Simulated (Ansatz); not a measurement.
Bi, DFT, PBEsol, all-electron PAW with datasets made for the crystal, scalar-relativistic (Ansatz 0.2.0), run on 1 thread of Arm Neoverse V1 on a shared host.

The cell comes from COD entry 9011614, which wasn't checked; take it as a given geometry. The listed cell was then made from it by scaling, straining or moving an atom.

Command: `ansatz run input.yaml --threads 1 --pin off --max-ram 3072MiB --backend cpu --events-out ev --progress --plain --runs-dir out`

```yaml
crystal:
  lattice:
    - [4.5085362925, 0.0, 0.0]
    - [-2.2542681463, 3.9045069633, 0.0]
    - [0.0, 0.0, 11.7496083461]
  atoms:
    - { symbol: Bi, position: [0.3333333333, 0.6666666667, 0.25] }
    - { symbol: Bi, position: [0.6666666667, 0.3333333333, 0.75] }
kpoints:
  mp_grid: { grid: [9, 9, 3] }
scf:
  occupations: { method: fermi_dirac, width: 0.03 }
hamiltonian:
  xc: pbesol
  pseudopotentials: { kind: all_electron, datasets: crystal }
output:
  forces: true
  stress: true
  eigenvalues: true
  efg: { contact_densities: true }
```

Task: How large is the problem that the program sets up?

Result: 24 irreducible k-points, 1733 plane waves at Γ, 19 bands.

Task: About how long does it take, and how much memory does it use?

Result: 11 s of wall time for 15 SCF iterations, with a peak of 0.43 GiB. Times on shared machines scatter by tens of per cent.

Task: And the same cell and mesh by PAW (frozen-core files), asked for forces, stress, eigenvalues, efg, on the same hardware?

Result: 7.3 s, peak memory 0.45 GiB.
